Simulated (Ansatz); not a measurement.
Starting cell, TiAl$_{3}$ (D022 type, space group I4/mmm):

```xyz
4
Lattice="-1.9121 1.9121 4.2803 1.9121 -1.9121 4.2803 1.9121 1.9121 -4.2803" Properties=species:S:1:pos:R:3 pbc="T T T"
Al     0.0000     0.0000     4.2803
Al     0.0000     1.9121     2.1401
Al     1.9121     0.0000     2.1401
Ti     0.0000     0.0000     0.0000
```

Scan: atom 2 (Al, nearest neighbour Al at 2.704 Å; its periodic images, 3.8 Å or more away, move with it) is displaced along Cartesian [111], direction (0.577, 0.577, 0.577) in Cartesian axes, by s. The other atoms stay.

Level of theory: r2SCAN (plane waves to 500 eV, PAW, scalar-relativistic; Ansatz, a program for electronic structure). k mesh 14×14×14 (Γ-centred), Fermi-Dirac smearing 0.05 eV. E stands for the smeared free energy. With partly filled bands, energies and forces of such displacements shift with the k mesh and the smearing. TiAl3 is run without spin polarisation. TiAl3 was relaxed with its symmetry unable to fall. ΔE is measured from the undisplaced structure. The last digit holds for this mesh only.

```
s (Å)   ΔE (meV/cell)
------  -------------
-0.270          280.7
-0.216          177.1
-0.162           98.5
-0.108           43.4
-0.054           10.8
0.000             0.0
0.054            10.8
0.108            43.4
0.162            98.5
0.216           177.1
0.270           280.7
```

Question: What force constant k = d²E/ds² at s = 0 does the table give?

Answer: 7.4 eV/Å². It is the second difference of the nearest points, corrected with the next pair.

Question: With k = 7.39 eV/Å² from the forces, is the well harmonic out to s = 0.270 Å?

Answer: ½ks² = 269 meV/cell against the computed 281 meV/cell, so the well is close to harmonic there.

(A displaced cell: forces are minus the slopes of the energy, force constants its curvatures, and phonons follow from these.)
